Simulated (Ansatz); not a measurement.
A plane-wave DFT run in Ansatz 0.2.0 (scalar-relativistic PAW potentials unless the input names others): input and command.

```yaml
crystal:
  lattice:
    - [4.310388851, 0.0, 0.0]
    - [-2.1551944255, 3.7329062451, 0.0]
    - [0.0, 0.0, 5.7542633167]
  atoms:
    - { symbol: Li, position: [0.0, 0.0, 0.0] }
    - { symbol: Li, position: [0.3333333333, 0.6666666667, 0.690920966] }
    - { symbol: Li, position: [0.6666666667, 0.3333333333, 0.309079034] }
    - { symbol: Se, position: [0.3333333333, 0.6666666667, 0.2325633976] }
    - { symbol: Se, position: [0.6666666667, 0.3333333333, 0.7674366024] }
basis:
  ecutwfc: 420
kpoints:
  mp_grid: { grid: [12, 12, 8] }
hamiltonian:
  xc: pbe
scf:
  occupations: { method: gaussian, width: 0.1 }
  max_iter: 50
output:
  forces: true
  eigenvalues: true
  stress: true
relax:
  adjacent_minimum: "off"
  f_tol: 0.01
  max_steps: 1
  cell: { stress_tol: 0.05 }
```

```bash
ansatz run input.yaml --threads 1 --pin off --max-ram 2560MiB --backend cpu --events-out ev --progress --plain --runs-dir out
```

Abridged log:
```
Basis set: ecut = 420 eV, 1801 PW (Γ), exchange–correlation on 60×60×80 points (8 copies of the dense FFT grid, shifted against one another)
Bands: 26, of which v1, the nominal top of the filled ones, is band 21 counted from 1 (20 counted from 0)
Symmetry: 12 space group operations
k-points: 131 of 1152
SCF iter   1: F=—  HF=-11557.061538 eV  |F-HF|=—  |Δ(HF+E_count)|=         —  Δρ=1.35e-3  dr2=3.85e-3  ethr=1.77e-3  ⟨swp⟩=5.9  Hψ=14238  notcnv=0
SCF iter   2: F=—  HF=-11557.060492 eV  |F-HF|=—  |Δ(HF+E_count)|=   1.05e-3  Δρ=9.84e-4  dr2=1.42e-3  ethr=9.38e-6  ⟨swp⟩=2.0  Hψ=7172  notcnv=0
SCF iter   3: F=—  HF=-11557.060142 eV  |F-HF|=—  |Δ(HF+E_count)|=   3.50e-4  Δρ=2.64e-4  dr2=1.30e-4  ethr=3.47e-6  ⟨swp⟩=2.0  Hψ=5980  notcnv=0
SCF iter   4: F=—  HF=-11557.060126 eV  |F-HF|=—  |Δ(HF+E_count)|=   1.57e-5  Δρ=8.63e-5  dr2=4.76e-6  ethr=3.17e-7  ⟨swp⟩=2.8  Hψ=5744  notcnv=0
SCF iter   5: F=—  HF=-11557.060027 eV  |F-HF|=—  |Δ(HF+E_count)|=   9.93e-5  Δρ=2.13e-5  dr2=2.13e-7  ethr=1.16e-8  ⟨swp⟩=2.1  Hψ=4743  notcnv=0
SCF iter   6: F=—  HF=-11557.060028 eV  |F-HF|=—  |Δ(HF+E_count)|=   9.91e-7  Δρ=6.73e-6  dr2=6.68e-8  ethr=5.18e-10  ⟨swp⟩=2.0  Hψ=6013  notcnv=0
SCF iter   7: F=—  HF=-11557.060028 eV  |F-HF|=—  |Δ(HF+E_count)|=   3.30e-8  Δρ=1.94e-6  dr2=4.46e-9  ethr=1.63e-10  ⟨swp⟩=2.0  Hψ=5974  notcnv=0
SCF iter   8: F=—  HF=-11557.060028 eV  |F-HF|=—  |Δ(HF+E_count)|=  1.35e-10  Δρ=7.36e-7  dr2=6.64e-10  ethr=1.09e-11  ⟨swp⟩=2.0  Hψ=4008  notcnv=0
SCF iter   9: F=-11557.060028 eV  HF=-11557.060028 eV  |F-HF|=4.37e-11  |Δ(HF+E_count)|=  8.37e-11  Δρ=1.82e-7  dr2=4.15e-11  ethr=1.00e-12  ⟨swp⟩=6.4  Hψ=17137  notcnv=0
SCF 1 converged in 9 iterations: F = -11557.060028 eV  dr2 = 4.15e-11
relax step   1: F+E_penalty+E_count = -11557.06002796 eV  Δ(F+E_penalty+E_count) = +0.000e0 eV  max|allowed force component| = 1.167e-2 eV/Å  Δτ_max = 0.0000 Å  P = +0.005 GPa  Ω = 92.588 Å³  (9 SCF iters, accepted)
Step failed. What follows is not a result of the run: it is the report of the last solve that finished, which converged after 9 SCF iterations.
Free energy (F): -11557.060028 eV
Harris-Foulkes:  -11557.060028 eV  (|F-HF|=4.37e-11)
Internal energy: -11557.044434 eV  (E = F + TS)
E sigma→0 (E₀):  -11557.052231 eV
Entropy (-TS):   -0.015594 eV (-3.119 meV/atom)
Fermi energy:    4.122484 eV
--- Forces (eV/Å), atoms counted from 1 ---
  atom   1  Li     0.00000000     0.00000000     0.00000000
  atom   2  Li     0.00000000     0.00000000     0.01166931
  atom   3  Li     0.00000000     0.00000000    -0.01166931
  atom   4  Se     0.00000000     0.00000000     0.00047076
  atom   5  Se     0.00000000     0.00000000    -0.00047076
--- Stress (GPa, compression-positive) ---
       -0.004776       0.000000       0.000000
        0.000000      -0.004776       0.000000
        0.000000       0.000000       0.024633
  P = ⅓ Tr σ = 0.0050 GPa (0.050 kbar)
End of that report.
this run last wrote the structure of step 1 to <dir>
```

Task: What is wrong with this input?

Result: The fault is too few relaxation steps (relax.max_steps: 80 → 1, the first being the value of the sound run). Setting it back cures it. The log, from which this was withheld above, says: «Error: variable-cell relaxation did not converge after 1 steps: max|allowed force component| = 1.17e-2 eV/Å (threshold 1.0e-2), largest principal stress residual = 2.45e-2 GPa on the free part of the cell (threshold 5.0e-2). Raise `relax.max_steps` over both its present limit and 1, loosen the thresholds …» The run stopped without converging. A reference run from the same start on usual settings converged, and the end of its own relaxation has pressure -0.01 GPa, largest force 0.003 eV/Å, no gap on the mesh.

The run took 18 s on 1 thread of Intel(R) Xeon(R) Platinum 8488C (Sapphire Rapids), with other jobs on the host, peak memory 0.55 GiB.